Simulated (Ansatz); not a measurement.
An Ansatz (a first-principles code) run. Input:

Ansatz 0.2 input:
```yaml
crystal:
  lattice:
    - [0.0, 4.4770376203, 4.4770376203]
    - [4.4770376203, 0.0, 4.4770376203]
    - [4.4770376203, 4.4770376203, 0.0]
  atoms:
    - { symbol: Cs, position: [0.75, 0.75, 0.75] }
    - { symbol: Cs, position: [0.25, 0.25, 0.25] }
    - { symbol: Ge, position: [0.0, 0.0, 0.0] }
    - { symbol: F, position: [0.7968973506, 0.7968973506, 0.2031026494] }
    - { symbol: F, position: [0.2031026494, 0.2031026494, 0.7968973506] }
    - { symbol: F, position: [0.2031026494, 0.7968973506, 0.7968973506] }
    - { symbol: F, position: [0.7968973506, 0.2031026494, 0.2031026494] }
    - { symbol: F, position: [0.7968973506, 0.2031026494, 0.7968973506] }
    - { symbol: F, position: [0.2031026494, 0.7968973506, 0.2031026494] }
kpoints:
  mp_grid: { grid: [3, 3, 3] }
hamiltonian:
  xc: hse06
  pseudopotentials: { kind: paw }
scf:
  n_extra_bands: 9
  occupations: { method: fixed }
output:
  eigenvalues: true
  eigenstates:
    e_range: [-9.0, 17.5]
    kpoints:
      - [0.0, 0.0, 0.0]  # VBM
      - [0.0, 0.0, 0.0]  # CBM
      - [0.0, 0.0, 0.0]  # GAMMA
      - [0.5, 0.0, 0.5]  # X
      - [0.5, 0.5, 0.5]  # L
      - [0.5, 0.25, 0.75]  # W
      - [0.375, 0.375, 0.75]  # K
      - [0.625, 0.25, 0.625]  # U
```

Output (shortened):

```
Pseudopotential: Cs, paw, valence charge 9
Pseudopotential: Ge, paw, valence charge 14
Pseudopotential: F, paw, valence charge 7
Functional definition: HSE06
davidson cushion auto → on  (no smearing: the cushion is to keep the highest requested band from converging to the state above it …
Crystal: 9 atoms, lattice volume = 179.474 Å³
Basis set: ecut = 420 eV, 3479 PW (Γ)
Bands: 46, of which v1, the nominal top of the filled ones, is band 37 counted from 1 (36 counted from 0)
Symmetry: 48 space group operations
Space group: Fm-3m (ITA 225), of the structure as read, at distance tolerance 5.6e-5 Å
k-points: 4 of 27
SCF iter   1: F=—  HF=-20494.908222 eV  |F-HF|=—  |Δ(HF+E_count)|=         —  Δρ=6.05e-4  dr2=4.42e-4  ethr=1.77e-3  ⟨swp⟩=2.0  Hψ=1378  notcnv=0
preconditioner: auto → none
SCF iter   2: F=-20494.909677 eV  HF=-20494.909517 eV  |F-HF|=1.60e-4  |Δ(HF+E_count)|=   1.30e-3  Δρ=2.72e-4  dr2=4.68e-5  ethr=5.97e-7  ⟨swp⟩=7.0  Hψ=845  notcnv=0  defer=1
SCF 1 stopped early in 2 iterations: F = -20494.909677 eV  dr2 = 4.68e-5
Crystal: 9 atoms, lattice volume = 179.474 Å³
Exchange kernel: α = 0.2500, screened, ω = 0.2079 Å⁻¹, Wigner–Seitz truncation, v(0) = 1042.0729 eV·Å³, q-mesh 3×3×3, nearest image of the exchange supercell L …
Frozen-core exchange: fock
SCF iter   1: F=—  HF=-20504.769276 eV  |F-HF|=—  |Δ(HF+E_count)|=         —  Δρ=8.16e-3  dr2=9.65e-2  ethr=6.33e-7  ⟨swp⟩=7.8  Hψ=1119  notcnv=0
preconditioner: auto → none
SCF iter   2: F=—  HF=-20504.736954 eV  |F-HF|=—  |Δ(HF+E_count)|=   3.23e-2  Δρ=4.53e-3  dr2=1.15e-2  ethr=6.33e-7  ⟨swp⟩=5.8  Hψ=844  notcnv=0
SCF iter   3: F=—  HF=-20504.757768 eV  |F-HF|=—  |Δ(HF+E_count)|=   2.08e-2  Δρ=2.05e-3  dr2=4.64e-3  ethr=6.33e-7  ⟨swp⟩=5.0  Hψ=753  notcnv=0
SCF iter   4: F=—  HF=-20504.756266 eV  |F-HF|=—  |Δ(HF+E_count)|=   1.50e-3  Δρ=5.95e-4  dr2=3.28e-4  ethr=6.33e-7  ⟨swp⟩=4.0  Hψ=596  notcnv=0
SCF iter   5: F=—  HF=-20504.756732 eV  |F-HF|=—  |Δ(HF+E_count)|=   4.67e-4  Δρ=3.30e-4  dr2=1.38e-4  ethr=3.53e-7  ⟨swp⟩=4.8  Hψ=532  notcnv=0
iter 6 solved again at ethr=3.39e-9 eV; its pass at ethr=1.77e-7 eV (dr2=2.51e-6 eV) is discarded
SCF iter   6: F=-20504.756686 eV  HF=-20504.756689 eV  |F-HF|=3.00e-6  |Δ(HF+E_count)|=   4.36e-5  Δρ=4.35e-5  dr2=9.75e-6  ethr=3.39e-9  ⟨swp⟩=4.2  Hψ=995  notcnv=0
SCF 2 stopped early in 6 iterations: F = -20504.756686 eV  dr2 = 9.75e-6
hybrid outer 1: dexx = +2.644e-2 eV, tail = 9.67e-5 eV
Crystal: 9 atoms, lattice volume = 179.474 Å³
Exchange kernel: α = 0.2500, screened, ω = 0.2079 Å⁻¹, Wigner–Seitz truncation, v(0) = 1042.0729 eV·Å³, q-mesh 3×3×3, nearest image of the exchange supercell L …
Frozen-core exchange: fock
SCF iter   1: F=—  HF=-20504.757205 eV  |F-HF|=—  |Δ(HF+E_count)|=         —  Δρ=4.39e-5  dr2=1.44e-6  ethr=6.54e-7  ⟨swp⟩=3.0  Hψ=428  notcnv=0
preconditioner: auto → none
SCF iter   2: F=—  HF=-20504.757206 eV  |F-HF|=—  |Δ(HF+E_count)|=   1.26e-6  Δρ=2.17e-5  dr2=5.20e-7  ethr=1.47e-9  ⟨swp⟩=5.2  Hψ=746  notcnv=0
iter 3 solved again at ethr=3.87e-11 eV; its pass at ethr=5.94e-10 eV (dr2=2.87e-8 eV) is discarded
SCF iter   3: F=-20504.757207 eV  HF=-20504.757207 eV  |F-HF|=2.49e-8  |Δ(HF+E_count)|=   7.26e-7  Δρ=6.83e-6  dr2=3.03e-8  ethr=3.87e-11  ⟨swp⟩=4.2  Hψ=1011  notcnv=0  defer=2
SCF 3 converged in 3 iterations: F = -20504.757207 eV  dr2 = 3.03e-8
hybrid outer 2: dexx = +1.073e-6 eV, tail = 9.90e-8 eV, Δε = 7.38e-3 eV (about 3.14e-4 eV left of the loop's levels)
NSCF: frozen V_eff on 8 k-points
hybrid SCF converged: 2 outer / 9 inner (+2 warm-up), last move |dexx| = 1.07e-6 eV, tail = 9.90e-8 eV
Stability not checked (fock_operator)
Free energy (F): -20504.757207 eV
Frozen-core exchange: fock
Harris-Foulkes:  -20504.757207 eV  (|F-HF|=2.49e-8)
Internal energy: -20504.757207 eV  (E = F + TS)
E sigma→0 (E₀):  -20504.757207 eV
Fermi energy:    -0.915127 eV
--- Per-component energies (eV) ---
  E_band       = -722.059929
  E_kinetic    = 1649.967624
  E_local      = -9046.517609  (includes V_loc(G=0)·N_el)
  E_nonlocal   = 919.974427
  E_hartree    = 3813.479432
  E_xc         = -724.509237
  E_vxc        = -743.703487  (∫ρ·V_xc dr)
  E_exx        = -247.604632  (= α·E_x^exact, valence–valence)
  E_paw        = -13309.372758  (= ΣΔE_a)
  E_vpaw       = -633.552918  (= ΣTr[D̂ρ^β])
  E_aug_tail   = 0.012554  (compensation charges beyond the density's cutoff)
  E_ewald      = -3559.324846
  E_core_change = -0.862162  (= ΣΔE_core)
  E_smearing   =  0.000000  (= −TS)
  E_closure    =  0.000000  (closes the sum)
  Σ components = -20504.757207   (vs F -20504.757207, Δ=0.00e0)
  [band-id]    e_kinetic+e_local+e_nonlocal+2·e_hartree+e_vxc+2·e_exx+e_vpaw+e_augmentation_tail = -722.069808   (vs E_band -722.059929, Δ=-9.88e-3)
--- Band table (eV) ---
  k-point 0: bands = ["-25.3852", "-25.3852", "-24.6537", "-24.6537", "-24.6537", "-23.3897", "-22.4199", "-22.4199", "-22.4199", "-21.3288", "-21.3288", "-18.1642", "-18.1228", "-6.9506", "-4.8628", "-4.8628", "-4.8628", "-4.6722", "-4.6722", "-4.6722", …
  k-point 1: bands = ["-25.3855", "-25.3855", "-24.6537", "-24.6537", "-24.6537", "-23.3723", "-22.4367", "-22.4172", "-22.4172", "-21.3327", "-21.3327", "-18.1631", "-18.1440", "-6.9061", "-4.6560", "-4.6560", "-4.5549", "-4.5549", "-4.3922", "-4.3661", …
  k-point 2: bands = ["-25.3861", "-25.3851", "-24.6538", "-24.6537", "-24.6537", "-23.3665", "-22.4300", "-22.4225", "-22.4225", "-21.3405", "-21.3277", "-18.1650", "-18.1487", "-6.8929", "-4.6166", "-4.6166", "-4.4165", "-4.3816", "-4.3816", "-4.1855", …
  k-point 3: bands = ["-25.3859", "-25.3854", "-24.6537", "-24.6537", "-24.6537", "-23.3605", "-22.4316", "-22.4288", "-22.4185", "-21.3386", "-21.3322", "-18.1607", "-18.1596", "-6.8776", "-4.5236", "-4.4453", "-4.3307", "-4.2393", "-4.2244", "-4.0459", …
```

Cost: roughly 4 core-minutes on shared cores.

The points marked VBM and CBM come from a semilocal run.

The workflow started from a Materials Project entry (that database holds measured and hypothetical structures alike); the Crystallography Open Database files this formula in space group No. 225, but the cells were not matched. Whether it is the stable phase at ambient conditions was not checked. The PBEsol relaxation kept the symmetry of its start; whether a distortion lowers the energy is not shown. Spin–orbit coupling is left out wherever it is not named.

Potentials: the later of the program's two PAW sets.

Ansatz is a plane-wave DFT program.
